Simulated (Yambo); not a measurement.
```
LuCuS2
1.0
    3.79733     0.00000     0.00000
   -1.89866     3.28858     0.00000
    0.00000     0.00000     5.98315
S Cu Lu
2 1 1
Direct
  0.66667   0.33333   0.77074
  0.00000   0.00000   0.27457
  0.66667   0.33333   0.39234
  0.33333   0.66667   0.00535
```

LuCuS$_{2}$ (space group P3m1, No. 156) under isotropic strain (on all lattice vectors), counted from the cell relaxed with PBEsol, atoms relaxed at each step. PBEsol (Quantum ESPRESSO, PseudoDojo norm-conserving, 100 Ry, scalar-relativistic); G0W0 in Yambo (6×6×2 Γ-centred k mesh, bands 6 to 124 and a 7 Ry block in the screening, 124 bands in G with the Bruneval-Gonze terminator, plasmon pole fitted at 27.2 eV).

Unstrained, the direct gap at Γ is 1.77 eV in PBEsol and 2.55 eV in G0W0.

Q: How fast does it move with strain?

A: Between -0.7 % and +1 % the direct gap at Γ has a volume deformation potential dE/dlnV of -2.2 eV in G0W0 and -2.9 eV in PBEsol. (G0W0: 2.585 eV at -0.7 %, 2.474 eV at +1 %; Δ ln V = 3 ln(1.01/0.993) = 0.0509.) Convergence of the GW settings isn't established. The 3d shell has no Hubbard U; the runs are without spin polarisation, and magnetic order was not tried. The 4f states are in the valence at their DFT position.

The structure is a Materials Project entry; no match was found in the copy of COD used, and its stability was not checked.
